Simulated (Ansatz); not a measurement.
Relaxed TiAl (CuAu type, space group P4/mmm):

```
TiAl
1.0
    5.64852     0.00000     0.00000
    0.00000     2.82426     0.00000
    0.00000     0.00000     4.07079
Al Ti
2 2
Cartesian
  1.41213   1.41213   2.03540
  4.23639   1.41213   2.03540
  0.00000   0.00000   0.00000
  2.82426   0.00000   0.00000
```

Two-dimensional scan of atom 2 (Al, nearest neighbour Al at 2.824 Å; its periodic images, 2.8 Å or more away, move with it): u runs along (1.000, 0.000, 0.000), v along (0.000, 0.000, 1.000) (Cartesian). Cell and other atoms are fixed.

The numbers are results of PBE (plane waves to 420 eV, PAW, scalar-relativistic; Ansatz, an electronic-structure program), not measurements. k mesh 7×13×9 (Γ-centred), Fermi-Dirac smearing 0.05 eV. Energies are smeared free energies. Points where atoms come too close for the PAW data are left out (x in tables, blank in figures). With partly filled bands, energies and forces of such displacements shift with the k mesh and the smearing. TiAl is run without spin polarisation. TiAl was relaxed with its symmetry unable to fall. The last digit holds for this mesh only.

Changes of ΔE (eV/cell) from the point u = 0.000 Å, v = 0.000 Å when one coordinate moves alone (two changes are said to add if the coupling is within 5 % of the smaller one, nearly so within 20 %):

```
point                      change
-------------------------  ------
u = 0.000 Å, v = -0.710 Å  1.8247
u = 0.000 Å, v = -0.473 Å  0.7997
u = 0.000 Å, v = -0.237 Å  0.1967
u = -0.710 Å, v = 0.000 Å  2.1255
u = -0.473 Å, v = 0.000 Å  0.8164
u = -0.237 Å, v = 0.000 Å  0.1873
u = 0.237 Å, v = 0.000 Å   0.1873
u = 0.473 Å, v = 0.000 Å   0.8164
u = 0.710 Å, v = 0.000 Å   2.1255
u = 0.000 Å, v = 0.237 Å   0.1967
u = 0.000 Å, v = 0.473 Å   0.7997
u = 0.000 Å, v = 0.710 Å   1.8247
```

Task: Do the two effects add at u = 0.237 Å, v = 0.237 Å? Give the computed change.

Result: The sum of the single changes is 0.1873 + (0.1967) = 0.3840; the calculation gives 0.3996, so the coupling contributes 0.0156 (under 20 % of the smaller single change, nearly additive).

Task: What is the change at u = 0.710 Å, v = -0.473 Å, where both move, and how far is it from the sum?

Result: The sum of the single changes is 2.1255 + (0.7997) = 2.9252; the calculation gives 3.3097, so the coupling contributes 0.3845 (over 20 % of the smaller single change, not additive).

Task: Do the two effects add at u = -0.710 Å, v = -0.237 Å? Give the computed change.

Result: The sum of the single changes is 2.1255 + (0.1967) = 2.3222; the calculation gives 2.4088, so the coupling contributes 0.0866 (over 20 % of the smaller single change, not additive).

(A displaced cell: forces are minus the slopes of the energy, force constants its curvatures, and phonons follow from these.)
